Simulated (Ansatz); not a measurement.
BeTe:
```
CELL_PARAMETERS angstrom
      3.37271     0.00000     0.00000
      0.00000     3.37271     0.00000
      0.00000     0.00000     3.37271
ATOMIC_POSITIONS crystal
  Be 0.00000 0.00000 0.00000
  Te 0.50000 0.50000 0.50000
```

Relaxed with r²SCAN. Special points in fractions of this cell's reciprocal vectors: Γ (0.000, 0.000, 0.000); X (0.000, 0.500, 0.000); M (0.500, 0.500, 0.000); R (0.500, 0.500, 0.500).

List the band energies nearest the Fermi level at these points for DFT-r²SCAN in the program Ansatz with PAW potentials.

In eV from the Fermi level; about four levels below and three above (degenerate sets whole), none deeper than 8.9 eV; … stands for higher levels left out; points with the same levels are listed once.

| k | below | above |
|---|---|---|
| Γ | -1.32 -1.32 -1.32 | 0.86 4.45 4.45 |
| X | -8.06 | 0.81 0.81 3.35 |
| M | -6.19 -6.19 -2.53 | 2.14 5.59 6.68 6.68 |
| R | -3.97 -3.97 -3.97 -0.60 -0.60 -0.60 | 0.83 … |

Space group Pm-3m (CsCl type). The cell is a constructed one: a structure type filled with these elements; neither database checked (COD, Materials Project) lists it. COD files the formula under space group No. 216, so this cell is another polymorph or a model. Its standing as an ambient phase is unchecked. The r²SCAN relaxation kept the symmetry of its start. At this level the phase is mechanically unstable. Spin–orbit coupling is left out wherever it is not named.

Potentials: the later of the program's two PAW sets.
